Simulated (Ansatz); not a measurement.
## Computed energy over volume and axial ratio: TiO2 (anatase)

TiO2 (anatase)

```yaml
crystal:
  lattice:
    - [-1.88900, 1.88900, 4.79434]
    - [1.88900, -1.88900, 4.79434]
    - [1.88900, 1.88900, -4.79434]
  atoms:
    - { symbol: Ti, position: [0.50000, 0.50000, 0.00000] }
    - { symbol: Ti, position: [0.25000, 0.75000, 0.50000] }
    - { symbol: O, position: [0.29278, 0.29278, 0.00000] }
    - { symbol: O, position: [0.04278, 0.54278, 0.50000] }
    - { symbol: O, position: [0.45722, 0.95722, 0.50000] }
    - { symbol: O, position: [0.70722, 0.70722, 0.00000] }
```

Two coordinates are scanned: the volume, and the ratio of the stretch along z (the conventional c axis) to the stretch across it. Atoms keep their fractional coordinates.

Computed with r2SCAN (plane waves to 500 eV, PAW, scalar-relativistic; Ansatz, a program for electronic structure). k mesh 12×12×12 (Γ-centred), Fermi-Dirac smearing 0.05 eV. Energies are smeared free energies. Stress and pressure are positive under compression. As the atoms are clamped, bonds stretch with the cell, which overstates energies and stresses. The PAW data are Ansatz's earlier set. TiO2 is run without spin polarisation. TiO2 was relaxed with its symmetry unable to fall. ΔE is measured from the relaxed starting cell.

ΔE (meV/atom), with V/V₀ across and (c/a)/(c/a)₀ down:

```tsv
(c/a)/(c/a)₀ \ V/V₀	0.960	0.973	0.987	1.000	1.013	1.027	1.040
0.920	70.4	59.1	51.3	46.6	44.9	46.0	49.7
0.947	37.7	28.3	22.2	19.2	19.2	21.9	27.1
0.973	19.8	11.4	6.4	4.5	5.4	9.1	15.3
1.000	13.9	6.0	1.5	0.0	1.4	5.5	12.1
1.027	18.0	10.1	5.5	3.9	5.3	9.3	15.9
1.053	30.4	21.9	16.8	14.8	15.7	19.3	25.4
1.080	49.7	40.3	34.3	31.5	31.5	34.3	39.6
```

σzz (GPa), with V/V₀ across and (c/a)/(c/a)₀ down:

| (c/a)/(c/a)₀ \ V/V₀ | 0.960 | 0.973 | 0.987 | 1.000 | 1.013 | 1.027 | 1.040 |
|---|---|---|---|---|---|---|---|
| 0.920 | 34.6 | 29.4 | 24.6 | 20.1 | 15.9 | 11.9 | 8.2 |
| 0.947 | 24.7 | 20.1 | 15.8 | 11.8 | 8.1 | 4.5 | 1.2 |
| 0.973 | 16.8 | 12.7 | 8.8 | 5.2 | 1.8 | -1.3 | -4.2 |
| 1.000 | 10.4 | 6.7 | 3.2 | 0.0 | -3.0 | -5.9 | -8.5 |
| 1.027 | 5.4 | 2.0 | -1.1 | -4.1 | -6.8 | -9.3 | -11.7 |
| 1.053 | 1.4 | -1.6 | -4.5 | -7.2 | -9.7 | -12.0 | -14.1 |
| 1.080 | -1.6 | -4.4 | -7.0 | -9.5 | -11.7 | -13.8 | -15.8 |

Read from the data:

```
Item                                                                                                                                 Value
--------------------------------------------------------------------------------------  --------------------------------------------------
Modulus against c/a change at fixed volume, (3/4V)·∂²E/∂(ln c/a)² (fit, atoms clamped)    124 GPa, an upper bound as the atoms could relax
Lowest place on the grid                                                                 V/V₀ = 1.000, (c/a)/(c/a)₀ = 1.000 (0.0 meV/atom)
Highest place on the grid                                                               V/V₀ = 0.960, (c/a)/(c/a)₀ = 0.920 (70.4 meV/atom)
```

(A scan under strain: stresses follow from slopes of the energy per volume, elastic moduli from its curvatures.)
